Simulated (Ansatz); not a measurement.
SnTe (rock salt)

```
CELL_PARAMETERS angstrom
      0.00000     3.18510     3.18510
      3.18510     0.00000     3.18510
      3.18510     3.18510     0.00000
ATOMIC_POSITIONS crystal
  Te 0.00000 0.00000 0.00000
  Sn 0.50000 0.50000 0.50000
```

Scan: atom 2 (Sn, nearest neighbour Te at 3.185 Å; its periodic images, 4.5 Å or more away, move with it) is displaced along Cartesian z, direction (0.000, 0.000, 1.000) in Cartesian axes, by s. The other atoms stay.

Calculation: r2SCAN (plane waves to 500 eV, PAW, scalar-relativistic; Ansatz, a program for electronic structure). k mesh 7×7×7 (Γ-centred), Fermi-Dirac smearing 0.05 eV. E stands for the smeared free energy. SnTe was relaxed with its symmetry unable to fall. Spin-orbit coupling is left out, though Te is heavy. The zero of ΔE is the undisplaced structure.

The scan covers s from -0.320 to 0.320 Å in 11 points.

Is this a single well or a double well?

A double well: the undisplaced structure is a maximum between two minima.

Is the energy the same for equal positive and negative displacements?

Even: the same for both signs. With its periodic images moving along, the atom's site symmetry in this cell is m-3m.

What force acts on the atom along the line at s = -0.320 Å?

0.398 eV/Å.

By a smooth curve, how deep is the well, measured from the undisplaced structure?

4.1 meV/cell, cell held fixed.

By a smooth curve through the points, how far does the atom move to reach the deepest minimum?

0.17 Å from zero.

(A displaced cell: forces are minus the slopes of the energy, force constants its curvatures, and phonons follow from these.)
